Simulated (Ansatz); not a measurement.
## Ionic part of the dielectric constant of AgCl at 1 GPa, mode by mode

Method: Ansatz 0.2.0, DFT LDA, scalar-relativistic, plane waves, PAW. Settings: 420 eV plane-wave cutoff, Γ-centred 10×10×10 mesh, fixed occupations. No spin polarisation. Phonons by linear response, acoustic sum rule imposed.

Symmetry: Fm-3m, No. 225, cubic system. The conventional cell has a = 5.329 Å, b = 5.329 Å, c = 5.329 Å, α = 90.00°, β = 90.00°, γ = 90.00°. Around Ag (site symmetry m-3m) lie 6 Cl at 2.66 Å. Cl (site symmetry m-3m) has 6 Ag at 2.66 Å as nearest neighbours.

The primitive cell has V = 37.84 Å³ and ε∞,xx = 5.916. Each polar mode adds Δε = (4.92064×10⁷/V)·S/ν² along x, with S its oscillator strength in e²/amu, ν in cm⁻¹ and V in Å³.

**Question.** From these modes, find each Δε and ε0,xx.
| ν (cm⁻¹) | S_xx (e²/amu) |
| --- | --- |
| 136.5 | 0.07427 |

**Answer.**
```
ν (cm⁻¹)    Δε
   136.5  5.18
```

The sum is 5.182, so ε0,xx = 11.10; the run's tensor has 11.10.

**Question.** Where do the longitudinal modes lie for a wave vector along x?

**Answer.** At 187 cm⁻¹. The Lyddane–Sachs–Teller product Π(ν_LO/ν_TO)² = 1.88 matches ε0/ε∞ = 1.88.